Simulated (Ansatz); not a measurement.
A geometry of CaSnF6 away from equilibrium: step 2 of the relaxation of a relaxed CaSnF6 cell shaken by Gaussian noise of σ = 0.08 Å a coordinate. Level of theory: r2SCAN (plane waves to 500 eV, PAW, scalar-relativistic; Ansatz, a first-principles code). Γ-centred k-mesh 5×5×5 on the run's cell (coarser than for final values), Fermi–Dirac smearing 0.05 eV.

```
CaSnF6
1.0
    2.81214     1.64015     4.91264
   -2.86109     1.67125     4.93061
    0.00246    -3.25883     4.90403
Ca Sn F
1 1 6
Direct
  0.99012   0.99576   0.01614
  0.49711   0.49623   0.50657
  0.62242   0.26539   0.83813
  0.36920   0.71274   0.19458
  0.25758   0.81650   0.65272
  0.75799   0.17313   0.34604
  0.82806   0.63194   0.28765
  0.19584   0.32578   0.72478
```

Task: What forces act on the atoms (eV/Å)?

Result: 
| atom | Fx | Fy | Fz |
|---|---|---|---|
| Ca1 | 0.41 | 0.35 | -0.41 |
| Sn2 | 1.43 | -0.78 | 0.80 |
| F3 | 0.25 | -0.08 | 0.18 |
| F4 | -1.10 | 1.20 | -1.15 |
| F5 | 0.03 | -0.09 | -0.06 |
| F6 | -0.76 | -0.47 | 0.70 |
| F7 | -0.13 | -0.23 | -0.21 |
| F8 | -0.12 | 0.10 | 0.15 |

Task: What is the pressure?

Result: +0.9 GPa, compression positive.

Task: How much energy per atom can still be gained by relaxing?

Result: 0.02 eV/atom; the path ends in R-3 (No. 148).

No spin polarisation in the result.

The cell that was disturbed is our relaxation of an entry of Materials Project.
